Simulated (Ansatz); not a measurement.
The elements of this relaxed trial crystal are hidden behind letters.

```
lattice vectors (Å)
   6.5560    0.0000    0.0000
   0.0000    3.0073    0.0000
  -2.7795    0.0000    7.7948
fractional positions
X 0.6543 0.0000 0.6863
X 0.3457 0.0000 0.3137
X 0.0000 0.5000 0.0000
Z 0.0000 0.0000 0.5000
Q 0.6713 0.0000 0.1556
Q 0.3287 0.0000 0.8444
```

These are results of DFT PBE, scalar-relativistic, plane waves, PAW in Ansatz, not measurements. The final run on the 6-atom cell used 420 eV, a Γ-centred 6×12×6 mesh, 0.10 eV smearing and no spin polarisation.

```
Space group                               : P2/m (No. 10)
Conventional cell                         : a = 6.556 Å, b = 3.007 Å, c = 8.276 Å, β = 109.6°
Volume per atom                           : 25.61 Å³
Density                                   : 6.66 g/cm³
Energy over the elements                  : +0.10 eV/atom
Gap on the 6×12×6 mesh of the 6-atom cell : 0 eV (a metal)
```

Energies are uncorrected and count from the elements' standard states at the same level.

Q: X is a p-block element of period 5, Z is a p-block element of period 5 and Q is a p-block element of period 4. Which elements are they?

A: X = In, Z = Sb, Q = As, so the formula is In3SbAs2. Density times volume gives a mean mass of 6.66 × 25.61/1.6605 = 102.7 u per atom, and this set has 102.7 u. In on a site of symmetry m has 1 As at 2.85 Å, 5 In at 3.01–3.19 Å and 1 Sb at 3.14 Å; around Sb lie 2 As at 2.94 Å, 2 Sb at 3.01 Å and 2 In at 3.14 Å; around As lie 1 As at 2.79 Å, 1 In at 2.85 Å, 1 Sb at 2.94 Å, 2 As at 3.01 Å and 2 In at 3.23 Å; 1 more site not described. Other sets within the hints have nearly the same mass, so mass alone doesn't settle it; this one was computed.

Spin–orbit coupling, which can matter for Sb, is left out. A structure relaxed within its symmetry needn't be a true minimum. Another cell of In3SbAs2 relaxed alike, in P3m1, lies 279 meV/atom lower, so this cell isn't the stable form at this level.
